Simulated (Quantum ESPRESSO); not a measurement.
```xyz
5
Lattice="3.9949 0.0000 0.0000 0.0000 3.9949 0.0000 0.0000 0.0000 3.9949" Properties=species:S:1:pos:R:3 pbc="T T T"
K      1.9974     1.9974     1.9974
Ta     0.0000     0.0000     0.0000
O      0.0000     1.9974     0.0000
O      1.9974     0.0000     0.0000
O      0.0000     0.0000     1.9974
```
The cell comes from the Materials Project (a computed structure). It is KTaO3 in Pm-3m. Stability against distortions was not tested. The run has no spin polarisation.

A lattice sum over point charges, one formal value an element (K +1, Ta +5, O -2), with no Sternheimer factor, costs far less than a self-consistent run. Taken along the main axis of each site's self-consistent tensor, it gives:

| site | V along that axis, point charges (a.u.) |
|---|---|
| O (atoms 3, 4, 5) | 0.289 |

Question: How do the values of a PBE PAW density (pw.x of a modified build of Quantum ESPRESSO, JTH datasets) with the all-electron reconstruction of Petrilli and co-workers compare?

Answer: 
```csv
site,"Vzz, PAW (a.u.)",PAW over point charges
O,0.220,0.8
```
  Cores are frozen. Against all-electron runs on small test molecules, this scheme's |Vzz| missed by −2 to +6 % on O.
